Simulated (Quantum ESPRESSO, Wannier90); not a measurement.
# Tight-binding from DFT: ZnSnP$_{2}$ (P-4m2)

```
ZnSnP2
1.0
    4.00390     0.00000     0.00000
    0.00000     4.00390     0.00000
    0.00000     0.00000     5.62318
Zn Sn P
1 1 2
Direct
  0.00000   0.00000   0.00000
  0.50000   0.50000   0.50000
  0.00000   0.50000   0.22706
  0.50000   0.00000   0.77294
```

Cell from Materials Project (mp-1215429), symmetrised, no further relaxation. Not found in the COD (Crystallography Open Database) copy used; not checked further. Computed values, not measurements, from PBEsol: Quantum ESPRESSO (norm-conserving PseudoDojo potentials, cutoff 68 Ry, spinors with spin-orbit coupling) on a Γ-centred 6×6×4 mesh, then Wannier90. Density: 8×8×6 mesh, Gaussian smearing 0.01 Ry.

The plane-wave run has 84 bands and 44 electrons a cell. On the energy scale of pw.x, whose zero is arbitrary, the valence-band maximum lies at 8.00 eV.

Isolated groups of bands, relative to the valence-band maximum (bands from 45 on overlap up to the last one computed):

| bands | from (eV) | to (eV) | filling | weight on atomic waves |
|---|---|---|---|---|
| 1–2 | -125.41 | -125.41 | filled | Zn 3s 99 % |
| 3–4 | -81.77 | -81.77 | filled | Zn 3p 100 % |
| 5–8 | -78.71 | -78.70 | filled | Zn 3p 100 % |
| 9–12 | -22.18 | -22.16 | filled | Sn 4d 100 % |
| 13–18 | -21.17 | -21.11 | filled | Sn 4d 100 % |
| 19–22 | -12.39 | -9.94 | filled | P 3s 64 %, Sn 5p 13 %, Sn 5s 11 % |
| 23–44 | -8.06 | 0.00 | filled | Zn 3d 45 %, P 3p 36 %, Sn 5p 8 % |

Input w.win, without the blocks of cell, atoms and k-points (144 lines):

```
num_bands = 66
num_wann = 42
exclude_bands = 1-18
spinors = true
num_iter = 1000
conv_tol = 1.0e-6
conv_window = 4
dis_num_iter = 1000
dis_conv_tol = 1.0e-6
dis_froz_max = 15.25
write_hr = true
write_u_matrices = true
begin projections
f=0.00819,-0.00883,-0.00236: s;p;d
f=0.50805,0.50928,0.49840: s;p
f=-0.00524,0.49147,0.22175: s;p
f=0.50712,-0.01004,-0.22854: s;p
end projections
mp_grid = 6 6 4
```

wannier90.x stops with:
```
dis_windows: More states in the frozen window than target WFs
```
At some k-point more bands lie below dis_froz_max than there are Wannier functions, and every frozen state has to fit into the subspace. Mended as below, all else unchanged, the run goes through (Ω_I = 49.6 Å²) and follows the plane-wave bands to 7.0 meV rms (states up to 1.5 eV relative to the valence-band maximum).
```
dis_froz_max = 9.96
```
